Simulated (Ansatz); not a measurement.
# Al₂GaN₃: the gap under pressure

Al₂GaN₃, Cm, a = 11.475 Å, b = 3.131 Å, c = 7.413 Å, β = 104.8°. The structure is a Materials Project entry; whether it is the stable form wasn't checked. Ansatz: r2SCAN, PAW, 500 eV, Γ-centred 8×8×4 mesh on 12 atoms, Gaussian smearing 0.02 eV; no spin polarisation. Cell and atoms are relaxed at each pressure, and no other structure is tried, so the rows at high pressure may lie past a change of phase. The gap is sought over the whole zone. The pressures are the targets, met within 0.02 GPa.

| P (GPa) | gap y (eV) |
| --- | --- |
| -2.0 | ? |
| 0.0 | 3.885 |
| 2.0 | 3.963 |
| 5.0 | 4.074 |
| 10.0 | 4.247 |
| 20.0 | 4.561 |

Task: Fit y = E0 + αP + βP² to the other rows and predict the missing gap.

Result: Least squares on the rows shown. y = 3.8859 + 0.038668 P − 0.00024606 P². So α = 38.7 meV/GPa at zero pressure. At P = -2.0 the fit asked for gives 3.808 eV. The run gave 3.806 eV, so the fit is 0.002 eV too high, a small miss on the scale of the series.

Semilocal functionals give gaps under the measured ones; changes of the gap mostly carry over better.